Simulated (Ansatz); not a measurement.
A distorted cell of CaO (rock salt):

```xyz
2
Lattice="0.0000 2.5190 2.5190 2.5190 0.0000 2.5190 2.5190 2.5190 0.0000" Properties=species:S:1:pos:R:3 pbc="T T T"
Ca     0.0000     0.0000     0.0000
O      2.5190     2.5190     2.5190
```

Calculation: r2SCAN (plane waves to 500 eV, PAW, scalar-relativistic; Ansatz, a program for electronic structure). k mesh 12×12×12 (Γ-centred), Fermi-Dirac smearing 0.05 eV. The energy includes the smearing's −TS. Stress and pressure are positive under compression. CaO was relaxed with its symmetry unable to fall.

**Question.** What is the stress tensor (GPa)?

**Answer.** 
```
  -12.6      0.0      0.0
    0.0    -12.6      0.0
    0.0      0.0    -12.6
```
The pressure, a third of the trace, is -12.6 GPa.

**Question.** It is the relaxed cell scaled evenly to V/V₀ = 1.160, atoms relaxed where free. What is its energy relative to the relaxed cell?

**Answer.** 98.8 meV/atom.

(Under strain, the slope of the energy per volume gives the stress and its curvature an elastic modulus.)
